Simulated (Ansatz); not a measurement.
# Relaxing a structure of LiF

The start is a relaxed LiF cell, doubled along one cell vector, shaken by Gaussian noise of σ = 0.08 Å a coordinate. The cell and all atomic positions are relaxed at zero pressure with PBE (plane waves to 420 eV, PAW, scalar-relativistic; Ansatz, a first-principles code). The first steps use a coarse 10×5×10 k-mesh.

Initial structure:
```
CELL_PARAMETERS angstrom
      0.00000     2.03393     2.03393
      4.06787     0.00000     4.06787
      2.03393     2.03393     0.00000
ATOMIC_POSITIONS crystal
  F  0.98519 0.01244 0.95899
  F  0.00060 0.52147 0.00029
  Li 0.47811 0.27419 0.49374
  Li 0.45818 0.74518 0.53614
```

**Question.** How much energy is released per atom?

**Answer.** 22 meV/atom.

**Question.** Does it find its way back to the structure it was made from?

**Answer.** The parent structure is recovered, Fm-3m (No. 225).

**Question.** How do the shortest distances between atoms change?

**Answer.** The closest pairs of elements (up to four, under 3.6 Å), start → end: F–Li 1.84 → 2.03 Å; Li–Li 2.73 → 2.88 Å; F–F 2.75 → 2.88 Å.

**Question.** What band gap does the relaxed structure have at this level?

**Answer.** 8.83 eV, direct (no spin-orbit coupling).

It ends as:

Space group Fm-3m (No. 225); a = b = c = 4.068 Å, α = β = γ = 90.00°

| atom | site | symmetry | x | y | z |
|---|---|---|---|---|---|
| F | 4a | m-3m | 0.0000 | 0.0000 | 0.0000 |
| Li | 4b | m-3m | 0.5000 | 0.5000 | 0.5000 |
(The calculation used a cell of 2 atoms; values per cell refer to that cell.)

Final values are on a 14×14×14 k-mesh of the relaxed cell. No spin polarisation in the result.
